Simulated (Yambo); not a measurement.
## Optical response of Zn₂P₂O₇

```
CELL_PARAMETERS angstrom
      3.32626    -4.19431     0.00000
      3.32626     4.19431     0.00000
     -1.16029     0.00000     4.40835
ATOMIC_POSITIONS crystal
  O  0.62606 0.93020 0.27708
  O  0.37394 0.06980 0.72292
  O  0.06980 0.37394 0.72292
  O  0.93020 0.62606 0.27708
  O  0.38011 0.38011 0.21278
  O  0.61989 0.61989 0.78722
  O  0.00000 0.00000 0.00000
  P  0.78545 0.78545 0.09292
  P  0.21455 0.21455 0.90708
  Zn 0.30934 0.69066 0.50000
  Zn 0.69066 0.30934 0.50000
```

Yambo, RPA with local fields on PBEsol bands shifted by a G0W0 scissor of 2.37 eV; 4×4×4 mesh, 117 bands, 3 Ry local-field block, 0.2 eV broadening; field along x.

```tsv
E (eV)	Im ε	Re ε	Im ε, independent particles
0.0	0.00	2.82	0.00
0.6	0.00	2.82	0.00
1.2	0.01	2.83	0.01
1.9	0.01	2.86	0.01
2.5	0.01	2.89	0.01
3.1	0.02	2.93	0.02
3.8	0.02	2.99	0.02
4.4	0.03	3.07	0.03
5.0	0.04	3.17	0.04
5.6	0.05	3.31	0.05
6.2	0.08	3.50	0.08
6.9	0.15	3.74	0.15
7.5	0.39	4.22	0.40
8.1	0.92	4.47	0.96
8.8	1.71	4.68	1.74
9.4	2.16	3.87	2.06
10.0	2.04	4.04	2.09
10.6	3.23	4.04	3.19
11.2	4.09	2.86	4.23
11.9	3.98	2.27	4.16
12.5	3.12	1.14	3.34
13.1	2.67	0.98	2.94
13.8	2.29	1.11	2.67
14.4	2.18	1.32	2.66
15.0	2.50	1.33	3.06
15.6	2.30	0.82	2.66
16.2	1.96	0.84	2.33
16.9	1.96	0.84	2.39
17.5	1.91	0.77	2.40
18.1	1.84	0.86	2.30
18.8	1.83	0.80	2.21
19.4	1.90	0.64	1.93
20.0	1.65	0.54	1.71
```

Peak heights and small wiggles depend on the k mesh. Convergence of the RPA response with its 4×4×4 mesh was not tested. The scissor comes from a G0W0 run whose convergence isn't established. No excitonic effects at this level.

Geometry of the Materials Project entry, not relaxed at this level.

The structure is a Materials Project entry; no match was found in the copy of COD used, and its stability was not checked.

With a shallow 3d shell G0W0 needs far more bands and larger blocks than here, so the scissor is uncertain by tenths of an eV or more.
